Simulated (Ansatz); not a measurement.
## How far is PAW off for PtSe$_{2}$?

```
CELL_PARAMETERS angstrom
3.72400 0.00000 0.00000
-1.86200 3.22508 0.00000
0.00000 0.00000 5.06200
ATOMIC_POSITIONS crystal
Pt 0.00000 0.00000 0.00000
Se 0.33333 0.66667 0.25000
Se 0.66667 0.33333 0.75000
```

Atom numbers follow the list: Pt1, Se2, Se3.

The cell comes from COD entry 9009117, which wasn't checked; take it as a given geometry. Its inner coordinates are ideal values, not refined ones.

No spin–orbit coupling, which matters for the heavy atoms here.

Levels of theory: DFT, PBE, PAW with Ansatz's default frozen-core files, scalar-relativistic (Ansatz 0.2.0); DFT, PBE, all-electron PAW with datasets made for the crystal, scalar-relativistic (Ansatz 0.2.0); DFT, PBE, all-electron LAPW, scalar-relativistic (Ansatz 0.2.0).

For PAW: a Γ-centred 10×10×7 k mesh, Fermi–Dirac smearing of 0.05 eV, cutoff 420 eV, no spin polarisation. The crystal-made all-electron datasets (AE datasets) take a cutoff of 360 eV at this cell. LAPW targets a basis error of 1 meV/atom. The Ansatz runs share mesh, smearing and spin set-up. Plane-wave (PAW) pressures include the program's estimate of the Pulay term.

Stress and pressure are positive in compression.

Levels count from the Fermi level.

```
                      quantity     PAW  AE datasets    LAPW
                pressure (GPa)    7.31         7.32    7.32
               stress xx (GPa)    7.98         7.99    7.99
               stress zz (GPa)    5.97         5.97    5.98
        force on Se2, z (eV/Å)   0.564        0.563   0.563
highest filled level at A (eV)  -1.515       -1.517  -1.517
  lowest empty level at A (eV)   2.304        2.305   2.305
highest filled level at L (eV)  -1.392       -1.396  -1.396
  lowest empty level at L (eV)   0.988        0.987   0.987
highest filled level at H (eV)  -2.529       -2.529  -2.529
  lowest empty level at H (eV)   2.002        2.003   2.003
```
